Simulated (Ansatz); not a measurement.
The start is a generated cell, ZrS2 built in the rutile structure type. A full variable-cell relaxation at zero pressure is run with PBEsol (plane waves to 420 eV, PAW, scalar-relativistic; Ansatz, an electronic-structure program). First-step values are on the input's coarse k-mesh.

Ansatz input (later rounds restart from its end on a renewed k-mesh):
Ansatz 0.2 input:
```yaml
crystal:
  lattice:
    - [5.928081, 0, 0]
    - [0, 5.928081, 0]
    - [0, 0, 3.817714]
  atoms:
    - { symbol: Zr, position: [0, 0, 0] }
    - { symbol: Zr, position: [0.5, 0.5, 0.5] }
    - { symbol: S, position: [0.30496, 0.30496, 0] }
    - { symbol: S, position: [0.80496, 0.19504, 0.5] }
    - { symbol: S, position: [0.19504, 0.80496, 0.5] }
    - { symbol: S, position: [0.69504, 0.69504, 0] }
basis: { ecutwfc: 420, ecutrho_ratio: 4, xc_grid: 2, fft_grid_basis: typed }
kpoints: { mp_grid: { grid: [4, 4, 6] } }
hamiltonian:
  xc: pbesol
  dispersion: none
  pseudopotentials: { kind: paw }
scf: { occupations: { method: fermi_dirac, width: 0.05 } }
relax: { f_tol: 0.01, max_steps: 100, cell: { stress_tol: 0.02 } }
output: { forces: true, stress: true }
```

- Largest initial force = 0.22 eV/Å, on S3, S4, S5, S6 (atoms numbered as listed)
- Outcome = The space group stays P4₂/mnm (No. 136) (the run could not lower it); the end is rutile type, with 6 atoms in the primitive cell
- Volume change = +1.3 %, from 22.36 to 22.64 Å³/atom
- Shortest distances (start → end) = The closest pairs of elements (up to four, under 3.6 Å), start → end: S–Zr 2.51 → 2.51 Å; S–S 3.27 → 3.42 Å
- Band gap at the end = 0.32 eV, indirect (valence top at 78 % of the way from M to Γ, conduction bottom at Γ) (no spin-orbit coupling)
- Optimiser moves = 8

Final values are on a 6×6×9 k-mesh of the relaxed cell. No spin polarisation in the result.

The run could not lose the symmetry of its start, so the end can be a saddle point.

The relaxed structure here is a generated cell of ZrS2: the first start was made by placing the elements on the sites of a structure type, and the end was not matched to a known phase here, so it may be hypothetical. Known forms of ZrS2 include space group No. 164.
